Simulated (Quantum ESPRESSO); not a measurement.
```
Ca2H3Br
1.0
    3.90294     0.00000     0.00000
   -1.95147     3.38005     0.00000
    0.00000     0.00000     6.85353
H Ca Br
3 2 1
Direct
  0.66667   0.33333   0.85048
  0.33333   0.66667   0.14952
  0.00000   0.00000   0.00000
  0.66667   0.33333   0.18576
  0.33333   0.66667   0.81424
  0.00000   0.00000   0.50000
```

The geometry is that of Materials Project entry mp-1018656, symmetrised and not relaxed again.

What does norm-conserving PBEsol (Quantum ESPRESSO, 72 Ry, with spin-orbit coupling) give for the electronic structure near the Fermi level?

The PBEsol gap is indirect, 1.38 eV, from A to 50 % of the way from H to A; the smallest direct gap is 1.69 eV. 

The structure is a Materials Project entry; no match was found in the copy of COD used, and its stability was not checked.
